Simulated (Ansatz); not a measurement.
**TiSn₃O₈: phonons across the zone**

Method: DFT PBE, scalar-relativistic, plane waves, PAW in Ansatz. Cutoff 420 eV, 6×6×4 k-points (Γ-centred), fixed occupations. No spin polarisation. Phonons by linear response, acoustic sum rule imposed.

Equilibrium structure at this level:
```xyz
12
Lattice="3.3753 -3.3813 0.0000 3.3753 3.3813 0.0000 0.0000 0.0000 6.3607" Properties=species:S:1:pos:R:3 pbc="T T T"
Ti    0.0000    0.0000    0.0000
Sn    0.0000    0.0000    3.1804
Sn    3.3753    0.0000    1.5604
Sn    3.3753    0.0000    4.8003
O     4.7463    0.0000    0.0000
O     4.6836    0.0000    3.1804
O     3.3753   -2.0988    1.5162
O     3.3753   -2.0988    4.8445
O     2.0044    0.0000    0.0000
O     2.0671    0.0000    3.1804
O     3.3753    2.0988    1.5162
O     3.3753    2.0988    4.8445
```

The cell was found from a structure generator's guess, not taken from experiment. Spin–orbit coupling is left out, which matters for heavy elements. The q mesh is coarse, so values between its points are rough.

Force constants from linear response on a 2×2×1 q mesh.

Q: Is the structure dynamically stable on the q mesh?

A: Yes, on this mesh: no mode is imaginary. Between the mesh points the interpolation dips to 58i cm⁻¹.

Q: Give the frequencies (cm⁻¹) at the zone-boundary points of high symmetry (interpolated where a point lies off the q mesh).

A:
```csv
point,q,frequencies
Y,-0.500 0.500 0.000,76 78 100 101 109 116 182 183 208 214 229 235 250 252 268 278 298 348 349 352 385 398 451 458 463 466 475 492 506 525 546 564 638 669 703 710
C0,-0.499 0.501 0.000,76 78 100 101 109 116 182 183 208 214 229 235 250 252 268 278 298 348 349 352 385 398 451 458 463 466 475 492 506 525 546 564 638 669 703 710
SIGMA0,0.499 0.499 0.000,76 78 100 101 109 116 182 183 208 214 229 235 250 252 268 278 298 348 349 352 385 398 451 458 463 466 475 492 506 525 546 564 638 669 703 710
Z,0.000 0.000 0.500,31i 37 90 108 180 181 182 183 205 220 221 226 242 251 273 278 284 290 329 351 375 436 460 489 494 496 503 534 536 560 560 570 630 668 686 694
A0,0.499 0.499 0.500,58i 63 109 111 194 202 203 205 205 208 227 239 246 251 252 277 298 308 314 316 368 420 440 441 473 479 499 504 508 520 550 560 645 671 698 701
E0,-0.499 0.501 0.500,58i 63 109 111 194 202 203 205 205 208 227 239 246 251 252 277 298 308 314 316 368 420 440 441 473 479 499 504 508 520 550 560 645 671 698 701
T,-0.500 0.500 0.500,58i 63 109 111 194 202 203 205 205 208 227 239 246 251 252 277 298 308 314 316 368 420 440 441 473 479 499 504 508 520 550 560 645 671 698 701
S,0.000 0.500 0.000,100 106 109 111 138 152 154 166 185 218 221 233 250 259 270 272 317 348 353 359 372 386 433 450 450 464 497 503 532 557 596 605 613 644 714 718
R,0.000 0.500 0.500,116 119 121 146 148 160 163 188 205 214 227 237 238 252 279 284 297 313 315 319 368 422 432 443 451 473 491 501 552 584 584 594 649 660 685 698
```
